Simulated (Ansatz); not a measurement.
# Al$_{4}$Co$_{3}$Ni: relaxed-ion elastic tensor

Method: DFT PBE, scalar-relativistic, plane waves, PAW in Ansatz 0.2.0. Settings: 420 eV plane-wave cutoff, Γ-centred 10×10×10 mesh, Gaussian smearing of 0.20 eV. Collinear spin, site moments 0.0, 0.0, 0.0, 0.0, 0.1, 0.3, 0.3, 0.3 μB.

The cell, relaxed at this level:
```xyz
8
Lattice="-2.8652 2.8652 2.8652 2.8652 -2.8652 2.8652 2.8652 2.8652 -2.8652" Properties=species:S:1:pos:R:3 pbc="T T T"
Al    1.4326   -1.4326    1.4326
Al   -1.4326    1.4326    1.4326
Al    1.4326    1.4326    1.4326
Al    1.4326    1.4326   -1.4326
Ni    0.0000    0.0000    0.0000
Co    0.0000    2.8652    0.0000
Co    2.8652    0.0000    0.0000
Co    0.0000    0.0000    2.8652
```

The structure comes from a generated guess, relaxed at this level; another structure or a mixture of phases may lie lower. In a metal, frequencies and elastic constants depend on the k mesh and the smearing, soft modes and shear constants most.

(1) Give the relaxed-ion elastic constants (GPa, Voigt order xx yy zz yz xz xy, on the Cartesian axes of the cell above).

(2) Is the crystal stable against homogeneous strain?

(3) And the moduli of a polycrystal (Hill averages)?

Answers

(1)
```
214.9 148.3 148.3   0.0   0.0   0.0
148.3 214.9 148.3   0.0   0.0   0.0
148.3 148.3 214.9   0.0   0.0   0.0
  0.0   0.0   0.0 131.9   0.0   0.0
  0.0   0.0   0.0   0.0 131.9   0.0
  0.0   0.0   0.0   0.0   0.0 131.9
```

(2) Yes: the least eigenvalue of the tensor is 66.6 GPa.

(3) B = 170 GPa, G = 76 GPa, E = 199 GPa, ν = 0.30.
